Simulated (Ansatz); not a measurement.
Given:

Te₂Pd:
Space group R-3m, hexagonal axes (No. 166); a = b = 3.889 Å, c = 16.903 Å, α = β = 90.00°, γ = 120.00°

```
atom  site  symmetry       x       y       z
----  ----  --------  ------  ------  ------
Pd      3a       -3m  0.0000  0.0000  0.0000
Te      6c        3m  0.0000  0.0000  0.2492
```
(The calculation used a cell of 3 atoms; values per cell refer to that cell.)

This is the LDA-relaxed structure.

Question: All from the program Ansatz at the LDA level (PAW), unless another level is named. Estimate the electronic character.

Answer: metallic (no gap).

Question: What about the density of states at the Fermi level?

Answer: 0.49 states/eV per atom (mean over ±0.08 eV).

Question: And the formation energy from the elements (no fitted shifts)?

Answer: -0.29 eV/atom.

A made-up cell: these elements were put on the sites of a structure type; neither database checked (COD, Materials Project) lists it. COD files the formula under space group No. 164, so this cell is another polymorph or a model. Whether it is the stable phase at ambient conditions was not checked. Symmetry was held in the LDA relaxation; of distortions, only those at the zone centre were tested. The run is not spin-polarised. A crystal of weakly bound layers computed without a dispersion correction: the cell and the soft elastic constants depend strongly on that. The references are the lowest solids computed at this level, not always the standard phases. Scalar-relativistic: spin–orbit coupling is off unless named, which matters more the heavier the elements.

Potentials: the earlier of the program's two PAW sets.
